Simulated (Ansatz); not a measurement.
Consider the following.

GaGeTe:
Space group R-3m, hexagonal axes (No. 166); a = b = 4.0531 Å, c = 35.2195 Å, α = β = 90.00°, γ = 120.00°

```
atom  site  symmetry       x       y       z
----  ----  --------  ------  ------  ------
Ga      6c        3m  0.0000  0.0000  0.2532
Ge      6c        3m  0.0000  0.0000  0.3220
Te      6c        3m  0.0000  0.0000  0.1159
```
(The calculation used a cell of 6 atoms; values per cell refer to that cell.)

This is the r²SCAN+D4-relaxed structure.

Question: All from DFT-r²SCAN+D4 in the program Ansatz with PAW potentials, unless another level is named. Predict the hole effective mass.

Answer: 0.070, 0.76, 0.76 mₑ (principal values).

Question: Predict the formation energy from the elements (no fitted shifts).

Answer: -0.28 eV/atom.

Question: Give the weight of the conduction-edge state by species (Voronoi cells).

Answer: Ge 83 %, Te 10 %, Ga 8 %.

The workflow started from a Materials Project entry (that database holds measured and hypothetical structures alike); the Crystallography Open Database copy checked does not list it. Whether it is the stable phase at ambient conditions was not checked. Symmetry was held in the r²SCAN+D4 relaxation; its stability against distortions is not shown here. The references are the lowest solids computed at this level, not always the standard phases. Scalar-relativistic: spin–orbit coupling is off unless named, which matters more the heavier the elements.

Potentials: the later of the program's two PAW sets.

Edges and masses are those of Kohn–Sham bands, whose gap is no quasiparticle gap.
